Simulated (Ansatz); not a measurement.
**Structures of Zr$_{2}$Si$_{3}$: which is lowest?**

Plane-wave DFT in Ansatz with scalar-relativistic PAW potentials, cutoff 420 eV, Γ-centred meshes chosen by cell and gap, Gaussian smearing with energies taken to zero width. Every cell was relaxed (cell and atoms) in a run of its own, within the symmetry of its start. Functional: PBE.

Relaxed structures (starts from databases or built by putting these elements on another compound's sites):
A. R-3m, 5 atoms in the computed cell, a = 3.976 Å, c = 19.642 Å; sites (symmetry × multiplicity) Zr 3m × 6, Si -3m × 3 + 3m × 6; start: built
B. P-3m1, 5 atoms in the computed cell, a = 3.746 Å, c = 7.742 Å; sites (symmetry × multiplicity) Zr 3m. × 2, Si -3m. × 1 + 3m. × 2; start: built

**Question.** Rank them by energy. Could pressure change the order?

**Answer.**
```tsv
structure	group	E − E(lowest) (meV/atom)	V (Å³/atom)	gap on mesh (eV)
B	P-3m1	0.0	18.81	0.00
A	R-3m	172	17.92	0.00
```

B is lowest, 172 meV/atom under A. A is denser by 0.89 Å³/atom, so pressure favours it: ΔE/ΔV, with ΔE in eV and 1 eV/Å³ = 160.2 GPa, gives about 31 GPa for equal enthalpy if both cells were rigid; at such pressures compression changes ΔV much, so this is a scale only. Other structures may lie lower than all of these, and vibrations aren't counted.